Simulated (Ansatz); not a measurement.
# CrSn2: which magnetic order is lowest?

```
Cr Sn
1.0
     0.00000    4.71400    9.23500
     2.71200    0.00000    9.23500
     2.71200    4.71400    0.00000
Cr Sn
4 8
Direct
  0.87500 0.87500 0.62500
  0.62500 0.62500 0.87500
  0.37500 0.37500 0.62500
  0.62500 0.62500 0.37500
  0.16700 0.16700 0.33300
  0.33300 0.33300 0.16700
  0.08300 0.08300 0.91700
  0.91700 0.91700 0.08300
  0.91700 0.58300 0.91700
  0.58300 0.91700 0.58300
  0.33300 0.66700 0.33300
  0.66700 0.33300 0.66700
```

Method: r2SCAN in Ansatz 0.2.0, PAW datasets, plane waves to 500 eV, 5×5×5 Γ-centred mesh, fermi-dirac occupations of width 0.050 eV. The atoms are fixed and numbered as listed; spin is collinear, without spin-orbit coupling.

The cycle has several fixed points for this cell. Moments (μB):

| state | Cr1 | Cr2 | Cr3 | Cr4 | other atoms together | size of the net moment a cell |
| --- | --- | --- | --- | --- | --- | --- |
| A | 3.07 | 2.84 | 3.02 | -2.87 | -0.36 | 5.89 |
| B | 2.84 | -2.84 | -2.84 | 2.84 | 0.00 | 0.00 |
| C | 0.00 | 0.00 | 0.00 | 0.00 | 0.00 | 0.00 |
| D | 3.07 | -3.07 | 3.07 | -3.07 | 0.00 | 0.00 |
| E | 2.94 | 2.94 | 2.94 | 2.94 | -0.79 | 11.25 |
| F | 2.91 | 2.91 | -2.91 | -2.91 | 0.00 | 0.00 |

Site moments are taken in small spheres that don't touch (radius about 0.4 of the atom's shortest bond), so those of the magnetic atoms read low, and they needn't add up to the net moment. State C was run without spin polarisation.

Problem. Rank the states by energy at zero smearing.

Solution. State B (antiparallel, compensated) is lowest; F (antiparallel, compensated) lies 8.3 meV above it, D (antiparallel, compensated) lies 13.1 meV above it, A (antiparallel, not compensated) lies 13.8 meV above it, E (parallel moments) lies 36 meV above it, C (without moments) lies 155 meV above it, all counted an atom of the cell.

Problem. Which states have a gap on the mesh, and what pressure does each exert on this cell?

Solution. A: no gap, 6.2 GPa; B: no gap, 5.2 GPa; C: no gap, -3.7 GPa; D: no gap, 7.2 GPa; E: no gap, 6.2 GPa; F: no gap, 6.0 GPa (positive in compression). Moments take up room: without them the pressure is lower, so that state wants a smaller cell.

Problem. What does magnetism gain here?

Solution. 155 meV an atom of the cell, or 466 meV for each Cr atom, against state C, which has none. In a metal like this the level decides whether moments form at all, so this is no ordering energy.

Of 5 runs begun from atoms with typed moments, each in a different pattern, 1 ended in state B: one start isn't enough to call a state the ground state.

The cell is that of a Crystallography Open Database entry, unchanged.

Caveats: only orders that fit this cell and collinear spins were tried, so the true order may need a larger cell or canted moments; atoms and cell are not relaxed, and each state would relax in its own way; r2SCAN overestimates the moments and magnetic energies of itinerant metals, and can make a paramagnetic metal magnetic; the k mesh is coarse, so differences of a few meV are uncertain where a state is a metal; at this level the entry's cell stands at +5 GPa (positive in compression); one start a pattern, so a lower state of the same pattern may exist.
